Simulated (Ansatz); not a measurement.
K2TeCl6:
```
CELL_PARAMETERS angstrom
      0.00000     5.08757     5.08757
      5.08757     0.00000     5.08757
      5.08757     5.08757     0.00000
ATOMIC_POSITIONS crystal
  K  0.75000 0.75000 0.75000
  K  0.25000 0.25000 0.25000
  Te 0.00000 0.00000 0.00000
  Cl 0.25001 0.25001 0.74999
  Cl 0.74999 0.74999 0.25001
  Cl 0.74999 0.25001 0.25001
  Cl 0.25001 0.74999 0.74999
  Cl 0.25001 0.74999 0.25001
  Cl 0.74999 0.25001 0.74999
```

Relaxed with r²SCAN. Special points in fractions of this cell's reciprocal vectors: Γ (0.000, 0.000, 0.000); X (0.500, 0.000, 0.500); U (0.625, 0.250, 0.625); K (0.375, 0.375, 0.750); L (0.500, 0.500, 0.500); W (0.500, 0.250, 0.750).

Question: List the band energies nearest the valence-band maximum at these points for plane-wave PAW r²SCAN (Ansatz code).

Answer: In eV from the valence-band maximum; about four levels below and three above (degenerate sets whole), none deeper than 8.9 eV; points with the same levels are listed once.

| k | below | above |
|---|---|---|
| Γ | -1.15 -1.08 -1.08 -1.08 | 3.13 3.13 3.13 |
| X | -1.73 -1.73 -1.10 0.00 | 3.48 3.48 3.72 |
| U | -1.66 -1.62 -1.23 -0.02 | 3.30 3.66 3.68 |
| L | -1.41 -1.41 -1.39 -0.26 | 2.70 3.79 3.79 |
| W | -1.81 -1.39 -1.39 0.00 | 3.44 3.61 3.61 |

Space group Fm-3m. The first step of the workflow began from a Materials Project structure, measured or hypothetical; the Crystallography Open Database copy checked does not list it. COD files the formula under space group No. 139, so this cell is another polymorph or a model. Its standing as an ambient phase is unchecked. Symmetry was held in the r²SCAN relaxation; whether a distortion lowers the energy is not shown. Spin–orbit coupling is left out wherever it is not named.

Potentials: the later of the program's two PAW sets.
